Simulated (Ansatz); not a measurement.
## BP with Be replacing B: gradients before and after relaxing the atoms

Start: a supercell of BP (zinc blende type, F-43m) built from a COD entry, with all atoms left at the host's positions.

```
CELL_PARAMETERS angstrom
0.00000 6.80700 6.80700
6.80700 0.00000 6.80700
6.80700 6.80700 0.00000
ATOMIC_POSITIONS crystal
Be 0.00000 0.00000 0.00000
B 0.00000 0.00000 0.33333
B 0.00000 0.00000 0.66667
B 0.00000 0.33333 0.00000
B 0.00000 0.33333 0.33333
B 0.00000 0.33333 0.66667
B 0.00000 0.66667 0.00000
B 0.00000 0.66667 0.33333
B 0.00000 0.66667 0.66667
B 0.33333 0.00000 0.00000
B 0.33333 0.00000 0.33333
B 0.33333 0.00000 0.66667
B 0.33333 0.33333 0.00000
B 0.33333 0.33333 0.33333
B 0.33333 0.33333 0.66667
B 0.33333 0.66667 0.00000
B 0.33333 0.66667 0.33333
B 0.33333 0.66667 0.66667
B 0.66667 0.00000 0.00000
B 0.66667 0.00000 0.33333
B 0.66667 0.00000 0.66667
B 0.66667 0.33333 0.00000
B 0.66667 0.33333 0.33333
B 0.66667 0.33333 0.66667
B 0.66667 0.66667 0.00000
B 0.66667 0.66667 0.33333
B 0.66667 0.66667 0.66667
P 0.08333 0.08333 0.08333
P 0.08333 0.08333 0.41667
P 0.08333 0.08333 0.75000
P 0.08333 0.41667 0.08333
P 0.08333 0.41667 0.41667
P 0.08333 0.41667 0.75000
P 0.08333 0.75000 0.08333
P 0.08333 0.75000 0.41667
P 0.08333 0.75000 0.75000
P 0.41667 0.08333 0.08333
P 0.41667 0.08333 0.41667
P 0.41667 0.08333 0.75000
P 0.41667 0.41667 0.08333
P 0.41667 0.41667 0.41667
P 0.41667 0.41667 0.75000
P 0.41667 0.75000 0.08333
P 0.41667 0.75000 0.41667
P 0.41667 0.75000 0.75000
P 0.75000 0.08333 0.08333
P 0.75000 0.08333 0.41667
P 0.75000 0.08333 0.75000
P 0.75000 0.41667 0.08333
P 0.75000 0.41667 0.41667
P 0.75000 0.41667 0.75000
P 0.75000 0.75000 0.08333
P 0.75000 0.75000 0.41667
P 0.75000 0.75000 0.75000
```

Sites (sets of like atoms) are named by element and the number of their first atom in this list.

Level of theory: DFT, PBE, plane waves and PAW, scalar-relativistic, 420 eV cutoff, Γ-centred 3×3×3 k-points, Fermi–Dirac smearing 0.01 eV, cell charge -1 (Ansatz 0.2.0).

The largest force at the start is 1.2 eV/Å. Relaxing the ions at fixed cell moves them by 0.056 Å at most (atom 28, P) and 0.018 Å rms.

```csv
site,atom,moved (Å),first shell before,first shell after,V_zz before (10²¹ V/m²),η before
Be,1,0.000,4 P at 1.97 Å,4 P at 2.02 Å,0.00,–
B2,2,0.017,4 P at 1.97 Å,4 P at 1.94–1.97 Å,-0.19,0.36
B5,5,0.003,4 P at 1.97 Å,4 P at 1.97 Å,0.048,0.00
B9,9,0.005,4 P at 1.97 Å,4 P at 1.97 Å,0.047,0.00
B15,15,0.001,4 P at 1.97 Å,4 P at 1.97 Å,0.024,0.77
P28,28,0.056,"1 Be at 1.97 Å, 3 B at 1.97 Å","3 B at 1.95 Å, 1 Be at 2.02 Å",-7.13,0.00
P29,29,0.010,4 B at 1.97 Å,4 B at 1.94–1.97 Å,-0.59,0.99
P33,33,0.006,4 B at 1.97 Å,4 B at 1.97 Å,0.38,0.60
P41,41,0.001,4 B at 1.97 Å,4 B at 1.97 Å,-0.11,0.00
```

Question: What are V_zz and η after the relaxation?

Answer: 

```json
{"site": "Be", "atom": "1", "V_zz after": "0.00", "η after": "–", "change of V_zz": "0.00"}
{"site": "B2", "atom": "2", "V_zz after": "-0.23", "η after": "0.65", "change of V_zz": "-0.04"}
{"site": "B5", "atom": "5", "V_zz after": "0.036", "η after": "0.00", "change of V_zz": "-0.01"}
{"site": "B9", "atom": "9", "V_zz after": "0.048", "η after": "0.00", "change of V_zz": "0.00"}
{"site": "B15", "atom": "15", "V_zz after": "-0.025", "η after": "0.90", "change of V_zz": "–"}
{"site": "P28", "atom": "28", "V_zz after": "-6.79", "η after": "0.00", "change of V_zz": "+0.34"}
{"site": "P29", "atom": "29", "V_zz after": "-0.93", "η after": "0.99", "change of V_zz": "-0.34"}
{"site": "P33", "atom": "33", "V_zz after": "0.28", "η after": "0.39", "change of V_zz": "-0.10"}
{"site": "P41", "atom": "41", "V_zz after": "-0.12", "η after": "0.00", "change of V_zz": "-0.01"}
```

The largest change of V_zz along a kept axis is on P28, from -7.13 to -6.79. In per cent, |V_zz| changes by -5 to +56 on P (all sites that start above 0.5). Where |V_zz| stays above 0.1 and the axes keep their order, η moves most on B2, from 0.36 to 0.65. On B15 the largest principal value lies along another axis in the second run, so the two V_zz can't be compared directly. Other sites without a gradient aren't listed.

The defect repeats with the cell of 54 atoms, so it feels its images: sites between two images don't show the values beside a lone defect, and zeros or small values of η there can come from the images' arrangement. A uniform background compensates the cell's charge.
Before: The neighbours have not yet relaxed around the defect (largest force 1.2 eV/Å), so a real crystal will differ.
After: The relaxation keeps the site symmetry -43m of the start, so the impurity can't leave its site; a start off the site could end lower.
